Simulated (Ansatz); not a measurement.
Rb:
```
Rb
1.0
    2.53235    -4.38497     0.00000
    2.53235     4.38497     0.00000
    0.00000     0.00000     8.46736
Rb
2
Direct
  0.83350   0.16650   0.75000
  0.16650   0.83350   0.25000
```

Relaxed with r²SCAN+D4. Special points in fractions of this cell's reciprocal vectors: Γ (0.000, 0.000, 0.000); Y (-0.500, 0.500, 0.000); C0 (-0.333, 0.667, 0.000); Σ0 (0.333, 0.333, 0.000); Z (0.000, 0.000, 0.500); A0 (0.333, 0.333, 0.500); E0 (-0.333, 0.667, 0.500); T (-0.500, 0.500, 0.500); S (0.000, 0.500, 0.000); R (0.000, 0.500, 0.500).

List the band energies nearest the Fermi level at these points for the program Ansatz at the r²SCAN+D4 level (PAW).

In eV from the Fermi level; about four levels below and three above (degenerate sets whole), none deeper than 8.9 eV; … stands for higher levels left out; points with the same levels are listed once.

| k | below | above |
|---|---|---|
| Γ | -2.08 | 0.17 0.46 3.79 |
| Y | – | 0.12 0.26 1.33 |
| C0 | – | 0.71 0.82 0.82 |
| Z | -1.41 -1.41 | 2.39 2.39 … |
| A0 | – | 1.05 1.05 1.25 1.25 |
| T | – | 0.49 0.49 0.85 0.85 |
| S | – | 0.11 0.26 1.33 |

Space group P6_3/mmc (hcp (Mg type)). The first step of the workflow began from a Materials Project structure, measured or hypothetical; the Crystallography Open Database copy checked does not list it. It is not the phase usual at ambient conditions (space group No. 229). Symmetry was held in the r²SCAN+D4 relaxation; its stability against distortions is not shown here. The pairwise dispersion correction was not fitted to metals. Point labels and valley counts follow the cell and symmetry of the run, lower than the named group. Scalar-relativistic: spin–orbit coupling is off unless named, which matters more the heavier the elements.

Potentials: the earlier of the program's two PAW sets.
